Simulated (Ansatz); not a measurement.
GaSb (rock salt, Fm-3m), a = b = c = 5.740 Å, α = β = γ = 90.00°; the cell used has 2 atoms.

Relaxed with r²SCAN.

Problem. Tabulate the valence density and the electron localisation function along the shortest Sb–Ga contact (2.87 Å), plane-wave PAW r²SCAN (Ansatz code).

Solution. 

```
distance from Sb (Å)  density (e/Å³)   ELF
--------------------  --------------  ----
0.29                           11.50  0.04
0.43                            7.67  0.06
0.57                            4.27  0.15
0.72                            2.01  0.27
0.86                            0.92  0.37
1.00                            0.54  0.45
1.15                            0.41  0.54
1.29                            0.33  0.60
1.44                            0.28  0.60
1.58                            0.27  0.54
1.72                            0.29  0.41
1.87                            0.36  0.32
2.01                            0.53  0.29
2.15                            0.97  0.24
2.30                            2.47  0.13
2.44                            7.73  0.05
2.58                           21.10  0.01
```

The density is the valence pseudo-density with augmentation charge, so density and ELF within about 1 Å of a nucleus are not all-electron values.

The start of the workflow was typed in or built on a structure type; neither database checked (COD, Materials Project) lists it. It is not the phase usual at ambient conditions (space group No. 216). The cell was relaxed with r²SCAN under the symmetry of its start; whether a distortion lowers the energy is not shown. Scalar-relativistic: spin–orbit coupling is off unless named, which matters more the heavier the elements.

Potentials: the earlier of the program's two PAW sets.
